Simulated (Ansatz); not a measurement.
A geometry of TiFe away from equilibrium: step 2 of the relaxation of a generated cell, TiFe placed in the AFLOW prototype AB_cI16_199_a_a (B_a). Computed with PBEsol (plane waves to 420 eV, PAW, scalar-relativistic; Ansatz, a quantum-chemistry and plane-wave program). Γ-centred k-mesh 8×8×8 on the run's cell (coarser than for final values), Fermi–Dirac smearing 0.05 eV.

```yaml
crystal:
  lattice:
    - [-2.95574, 2.95574, 2.95574]
    - [2.95574, -2.95574, 2.95574]
    - [2.95574, 2.95574, -2.95574]
  atoms:
    - { symbol: Fe, position: [0.92792, 0.92792, 0.92792] }
    - { symbol: Fe, position: [0.50000, 0.00000, 0.57208] }
    - { symbol: Fe, position: [0.00000, 0.57208, 0.50000] }
    - { symbol: Fe, position: [0.57208, 0.50000, 0.00000] }
    - { symbol: Ti, position: [0.45607, 0.45607, 0.45607] }
    - { symbol: Ti, position: [0.50000, 0.00000, 0.04393] }
    - { symbol: Ti, position: [0.00000, 0.04393, 0.50000] }
    - { symbol: Ti, position: [0.04393, 0.50000, 0.00000] }
```
Spin-polarised start, with parallel moments on Fe.

Q: Which atoms carry the largest force, and which way does it point?

A: 1.57 eV/Å, on Ti5, Ti6, Ti7, Ti8 (atoms numbered as listed); on Ti5 its components are (0.91, 0.91, 0.91).

Q: What is the pressure?

A: +0.1 GPa, compression positive.

No spin polarisation in the result: the starting moments vanished. A magnetic state may lie lower.

The run could not lose the symmetry of its start; a randomly shaken copy of 4 atoms returns to this structure.
